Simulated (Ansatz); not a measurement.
This SnCl structure is the end of a relaxation. The cell was found from a structure generator's guess, not taken from experiment.

The calculation used DFT PBE, scalar-relativistic, plane waves, PAW (Ansatz). Cutoff 420 eV, Γ-centred mesh, Gaussian smearing, no spin polarisation.

```cif
data_structure
_symmetry_space_group_name_H-M 'P 1'
_symmetry_Int_Tables_number 1
_cell_length_a 4.4228
_cell_length_b 4.4228
_cell_length_c 4.4228
_cell_angle_alpha 98.147
_cell_angle_beta 98.147
_cell_angle_gamma 135.772
_cell_volume 55.91
loop_
_atom_site_label
_atom_site_type_symbol
_atom_site_fract_x
_atom_site_fract_y
_atom_site_fract_z
_atom_site_occupancy
Sn1 Sn 0.50000 0.50000 0.00000 1
Cl1 Cl 0.25000 0.75000 0.50000 1
```

Formation energies are uncorrected and refer to the elements' standard structures at the same level (Cl₂ as a molecule). The references include grey tin.

Problem. Find its symmetry and describe it.

Solution. I-4m2 (No. 119). Conventional cell: a = 5.795 Å, c = 3.330 Å. Sn has 4 Cl at 3.01 Å, 2 Sn at 3.33 Å and 4 Cl at 3.83 Å; Cl is surrounded by 4 Sn at 3.01 Å, 2 Cl at 3.33 Å and 4 Sn at 3.83 Å.

Problem. How far does it lie from the elements in energy?

Solution. −0.45 eV/atom.

Problem. Is it a metal?

Solution. Yes, bands cross the Fermi level on the 18×18×18 mesh.

The last run used an 18×18×18 mesh for its 2-atom cell and Gaussian smearing of 0.10 eV. An odd number of electrons in the primitive cell allows no gap without spin; a larger cell or a magnetic state could open one. A structure relaxed within its symmetry needn't be a true minimum. Another cell of SnCl relaxed alike, in P4/nmm, lies 142 meV/atom lower, so this cell isn't the stable form at this level.
